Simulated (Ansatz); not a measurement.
## Vibrational response of Cu2Ni

Computed with DFT PBE, scalar-relativistic, plane waves, PAW (Ansatz 0.2.0). Plane waves to 420 eV; Γ-centred k mesh 20×20×20; Fermi-Dirac smearing of 0.15 eV. No spin polarisation. Phonons by linear response, acoustic sum rule imposed.

Equilibrium structure at this level:
```yaml
crystal:
  lattice:
    - [0.00000, 1.79454, 5.38235]
    - [1.79454, 0.00000, 5.38235]
    - [1.79454, 1.79454, 0.00000]
  atoms:
    - { symbol: Cu, position: [0.16447, 0.16447, 0.83553] }
    - { symbol: Cu, position: [0.83553, 0.83553, 0.16447] }
    - { symbol: Ni, position: [0.50000, 0.50000, 0.50000] }
```

It was reached by relaxing an invented guess, and it needn't be the stable form of this composition. In a metal, frequencies depend on the k mesh and the smearing, soft modes most.

Question: Is this structure stable against zone-centre distortions?

Answer: Yes, at Γ: no optical mode is imaginary. Strains and other wave vectors aren't tested by this run.

Question: List the optical modes at Γ (i marks imaginary ones).

Answer:
```json
{"frequency (cm⁻¹)": "153", "degeneracy": "2"}
{"frequency (cm⁻¹)": "170", "degeneracy": "2"}
{"frequency (cm⁻¹)": "223", "degeneracy": "1"}
{"frequency (cm⁻¹)": "241", "degeneracy": "1"}
```
